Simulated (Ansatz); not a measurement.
YbSi₂ in space group Cmcm (No. 63; Si on 4c, Si on 4c, Yb on 4c), DFT-PBE in the program Ansatz with PAW potentials, all energies at zero smearing, with the estimated change up to a 700 eV cutoff added, with one set of potentials and settings (totals compare only within such a set). Cell of 6 atoms (4 Si, 2 Yb): -30135.056 eV.

| element | reference phase | E (eV/atom) |
|---|---|---|
| Si | Fd-3m, 2 atoms in the cell | -635.8096 |
| Yb | Fm-3m, 1 atoms in the cell | -13795.0278 |

Formation energy per atom, worked out: (-30135.056 − 4×(-635.8096) − 2×(-13795.0278))/6 = -0.294 eV/atom (-28 kJ per mol of atoms), at 0 K, without zero-point energy or fitted corrections.

The cell is a constructed one: a structure type filled with these elements; neither database checked (COD, Materials Project) lists it. COD files the formula under space group No. 191. Its standing as an ambient phase is unchecked. The PBE relaxation kept the symmetry of its start; whether a distortion lowers the energy is not shown. The workflow began spin-polarised and lost its moments. The 4f shell is in the valence. No Hubbard U is applied. The references are the lowest solids computed at this level, not always the standard phases. Scalar-relativistic: spin–orbit coupling is off unless named, which matters more the heavier the elements.

Potentials: the later of the program's two PAW sets.
